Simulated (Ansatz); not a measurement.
Data:

AlNi:
```cif
data_AlNi
_chemical_formula_sum 'Al1 Ni1'
_space_group_name_H-M_alt 'P 1'
_space_group_IT_number 1
_cell_length_a 2.86297
_cell_length_b 2.86297
_cell_length_c 2.86403
_cell_angle_alpha 90.000
_cell_angle_beta 90.000
_cell_angle_gamma 90.000
loop_
_space_group_symop_operation_xyz
  'x, y, z'
loop_
_atom_site_label
_atom_site_type_symbol
_atom_site_fract_x
_atom_site_fract_y
_atom_site_fract_z
_atom_site_occupancy
Al1 Al 0.00000 0.00000 0.00000 1
Ni1 Ni 0.50000 0.50000 0.50000 1
```

This is the r²SCAN-relaxed structure.

Question: All from the program Ansatz at the r²SCAN level (PAW), unless another level is named. Give the formation energy from the elements (no fitted shifts).

Answer: -0.68 eV/atom.

Question: Give the density of states at the Fermi level.

Answer: 0.40 states/eV per atom (mean over ±0.08 eV).

Space group Pm-3m (CsCl type). Symmetry was held in the r²SCAN relaxation; of distortions, only those at the zone centre were tested. The run is not spin-polarised. The references are the lowest solids computed at this level, not always the standard phases.

Potentials: the later of the program's two PAW sets.
